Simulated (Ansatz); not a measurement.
### Question
Ag (simple hexagonal, P6/mmm) is relaxed with the program Ansatz at the PBE level (PAW). What lattice parameters of the conventional cell result?

### Answer
a = 2.841 Å, c = 2.781 Å.

The start of the workflow was typed in or built on a structure type; neither database checked (COD, Materials Project) lists it. It is not the phase usual at ambient conditions (space group No. 225). The PBE relaxation kept the symmetry of its start; its stability against distortions is not shown here. The run is not spin-polarised. Axis ratios of metals converge slowly with the k-mesh, so a and c are less sure than the volume.

Potentials: the later of the program's two PAW sets.
